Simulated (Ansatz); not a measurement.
Relaxation of a relaxed Be cell displaced along its unstable phonon at q = (½, 0, 0) of its primitive reciprocal cell (64i cm⁻¹), largest move 0.15 Å; 2 atoms in the cell, which starts as Cmcm (No. 63), oS4; a = 2.4996 Å, b = c = 3.5350 Å, α = β = γ = 90.00°. The numbers are results of r2SCAN (plane waves to 500 eV, PAW, scalar-relativistic; Ansatz, a first-principles code), not measurements. Γ-centred k-mesh 9×18×18 on the run's cell (coarser than for final values), Fermi–Dirac smearing 0.05 eV. This is the first round of the run. 

The optimiser's lines from the output (shortened; P is positive under compression):

```
relax step   1: F+E_penalty+E_count = -186.48343206 eV  Δ(F+E_penalty+E_count) = +0.000e0 eV  max|allowed force component| = 2.964e-3 eV/Å  Δτ_max = 0.0000 Å  P = +1.380 GPa  Ω = 15.618 Å³  (5 SCF iters, dr2 threshold 1.00e-7 eV, accepted)
relax step   2: F+E_penalty+E_count = -186.55521174 eV  Δ(F+E_penalty+E_count) = -7.178e-2 eV  max|allowed force component| = 2.320e-1 eV/Å  Δτ_max = 0.0138 Å  P = +1.316 GPa  Ω = 15.650 Å³  (5 SCF iters, dr2 threshold 2.00e-7 eV, accepted)
relax step   3: F+E_penalty+E_count = -186.66800891 eV  Δ(F+E_penalty+E_count) = -1.128e-1 eV  max|allowed force component| = 8.767e-2 eV/Å  Δτ_max = 0.1045 Å  P = +0.810 GPa  Ω = 15.696 Å³  (5 SCF iters, dr2 threshold 2.00e-7 eV, accepted)
relax step   4: F+E_penalty+E_count = -186.24262805 eV  Δ(F+E_penalty+E_count) = +4.254e-1 eV  max|allowed force component| = 1.311e0 eV/Å  Δτ_max = 0.1951 Å  P = +2.654 GPa  Ω = 16.159 Å³  (5 SCF iters, dr2 threshold 2.00e-7 eV, rejected (line search))
relax step   5: F+E_penalty+E_count = -186.67342818 eV  Δ(F+E_penalty+E_count) = -5.419e-3 eV  max|allowed force component| = 4.861e-3 eV/Å  Δτ_max = 0.0225 Å  P = +0.397 GPa  Ω = 15.748 Å³  (8 SCF iters, accepted)
relax step   6: F+E_penalty+E_count = -186.67398251 eV  Δ(F+E_penalty+E_count) = -5.543e-4 eV  max|allowed force component| = 1.809e-3 eV/Å  Δτ_max = 0.0047 Å  P = +0.219 GPa  Ω = 15.764 Å³  (3 SCF iters, dr2 threshold 2.00e-7 eV, accepted)
relax step   7: F+E_penalty+E_count = -186.67402622 eV  Δ(F+E_penalty+E_count) = -4.371e-5 eV  max|allowed force component| = 2.266e-3 eV/Å  Δτ_max = 0.0001 Å  P = +0.051 GPa  Ω = 15.786 Å³  (3 SCF iters, dr2 threshold 2.00e-7 eV, accepted)
relax step   8: F+E_penalty+E_count = -186.67403068 eV  Δ(F+E_penalty+E_count) = -4.452e-6 eV  max|allowed force component| = 8.564e-5 eV/Å  Δτ_max = 0.0002 Å  P = +0.001 GPa  Ω = 15.792 Å³  (2 SCF iters, dr2 threshold 5.87e-8 eV, accepted)
relax step   9: F+E_penalty+E_count = -186.67402103 eV  Δ(F+E_penalty+E_count) = +9.643e-6 eV  max|allowed force component| = 1.242e-4 eV/Å  Δτ_max = 0.0000 Å  P = +0.002 GPa  Ω = 15.792 Å³  stress off target by 1.13e-2 GPa  SCF on the basis re-selected at this cell (its energy is not comparable with the rows above)  (4 SCF iters)
```

From the first to the last row the energy changes by -0.10 eV/atom and the volume by +1.1 %. The last row is marked as not comparable with the walk above it, whose basis was carried along; it does compare with step 1, since both stand on a basis selected at the nominal cutoff for their own cell.

Step 4 was rejected by the optimiser.

Later rounds, restarted from the end of this one on a renewed k-mesh, logged 5 more steps and released under 0.01 eV/atom more. The final structure after all rounds: P6₃/mmc (No. 194), hP2, hcp (Mg type); a = b = 2.2631 Å, c = 3.5631 Å, α = β = 90.00°, γ = 120.00°. Between re-selections the logged energies stand on a plane-wave basis carried along with the cell. No spin polarisation in the result.

The run could not lose the symmetry of its start.

Of the parent cell (Im-3m (No. 229)): it is a generated cell of Be: the first start was made by placing the elements on the sites of a structure type, and the end was not matched to a known phase here, so it may be hypothetical. Known forms of Be include space group No. 194.
